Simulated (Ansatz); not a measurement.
The start is a generated trial cell of Co in the AFLOW prototype A_oC8_64_f (A11, as in Ga). A full variable-cell relaxation at zero pressure is run with PBE (plane waves to 420 eV, PAW, scalar-relativistic; Ansatz, a quantum-chemistry and plane-wave program). The first steps use a coarse 10×10×9 k-mesh.

Starting cell:
```yaml
crystal:
  lattice:
    - [1.87157, -3.17004, 0.00000]
    - [1.87157, 3.17004, 0.00000]
    - [0.00000, 0.00000, 3.74397]
  atoms:
    - { symbol: Co, position: [0.34510, 0.65490, 0.58100] }
    - { symbol: Co, position: [0.65490, 0.34510, 0.41900] }
    - { symbol: Co, position: [0.84510, 0.15490, 0.91900] }
    - { symbol: Co, position: [0.15490, 0.84510, 0.08100] }
```
Spin-polarised start, with parallel moments on Co.

```yaml
initial_pressure: "+37.2 GPa (positive: the cell is compressed)"
energy_released: 0.57 eV/atom
Shortest distances (start → end): "The closest pairs of elements (up to four, under 3.6 Å), start → end: Co–Co 2.06 → 2.36 Å"
moments_at_the_end: net 1.73 μB/atom, ferromagnetic
optimiser_moves: 37
```

Final structure:

Space group Fmmm (No. 69); a = 2.5604 Å, b = 4.1299 Å, c = 8.7869 Å, α = β = γ = 90.00°

| atom | site | symmetry | x | y | z |
|---|---|---|---|---|---|
| Co | 8i | mm2 | 0.0000 | 0.0000 | 0.1344 |
(The calculation used a cell of 2 atoms; values per cell refer to that cell.)

Final values are on a 19×19×19 k-mesh of the relaxed cell. Spin state reached: ferromagnetic (net 1.73 μB/atom), from parallel starting moments; other spin orders were not run from this start.

The run could not lose the symmetry of its start: the end is stationary, and may be a saddle point rather than a minimum.

The relaxed structure here is a generated cell of Co: the first start was made by placing the elements on the sites of a structure type, and the end was not matched to a known phase here, so it may be hypothetical. Known forms of Co include space group No. 194.
